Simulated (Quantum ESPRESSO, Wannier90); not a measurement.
## Wannier functions of SiNi$_{2}$ (P6₃/mmc)

Materials Project entry mp-507; symmetrised, unrelaxed at this level. COD (Crystallography Open Database) has the formula in 2 space groups, this one among them (matched by group alone). Computed values, not measurements, from PBEsol: Quantum ESPRESSO (norm-conserving PseudoDojo potentials, cutoff 79 Ry, no spin polarisation, no spin-orbit coupling) on a Γ-centred 4×4×4 mesh, then Wannier90. Density: 12×12×6 mesh, cold smearing 0.01 Ry. A non-magnetic state is assumed; magnetic ones were not tried.

```
begin unit_cell_cart
ang
    3.8726101563    0.0000000000    0.0000000000
   -1.9363050782    3.3537787743    0.0000000000
    0.0000000000    0.0000000000    4.9162100000
end unit_cell_cart
mp_grid = 4 4 4
```

Q: Which shells of neighbouring k-points and which b-vectors and weights does Wannier90 pick for this cell and mesh?

A: 
```
 *---------------------------------- K-MESH ----------------------------------*
 +----------------------------------------------------------------------------+
 |                    Distance to Nearest-Neighbour Shells                    |
 |                    ------------------------------------                    |
 |          Shell             Distance (Ang^-1)          Multiplicity         |
 |          -----             -----------------          ------------         |
 |             1                   0.319514                      2            |
 |             2                   0.468366                      6            |
 |             3                   0.566971                     12            |
 |             4                   0.639027                      2            |
 |             5                   0.792290                     12            |
 |             6                   0.811234                      6            |
 |             7                   0.871888                     12            |
 |             8                   0.936732                      6            |
       ... (lines left out)
 +----------------------------------------------------------------------------+
 | The b-vectors are chosen automatically                                     |
 | The following shells are used:                       1,  2                 |
 +----------------------------------------------------------------------------+
 |                        Shell   # Nearest-Neighbours                        |
 |                        -----   --------------------                        |
 |                          1               2                                 |
 |                          2               6                                 |
 +----------------------------------------------------------------------------+
 | Completeness relation is fully satisfied [Eq. (B1), PRB 56, 12847 (1997)]  |
 +----------------------------------------------------------------------------+
 |                  b_k Vectors (Ang^-1) and Weights (Ang^2)                  |
 |                  ----------------------------------------                  |
 |            No.         b_k(x)      b_k(y)      b_k(z)        w_b           |
 |            ---        --------------------------------     --------        |
 |             1         0.000000    0.000000    0.319514     4.897688        |
 |             2         0.000000    0.000000   -0.319514     4.897688        |
 |             3         0.000000    0.468366    0.000000     1.519525        |
 |             4         0.405617    0.234183    0.000000     1.519525        |
 |             5         0.000000   -0.468366    0.000000     1.519525        |
 |             6         0.405617   -0.234183    0.000000     1.519525        |
 |             7        -0.405617   -0.234183    0.000000     1.519525        |
 |             8        -0.405617    0.234183    0.000000     1.519525        |
```
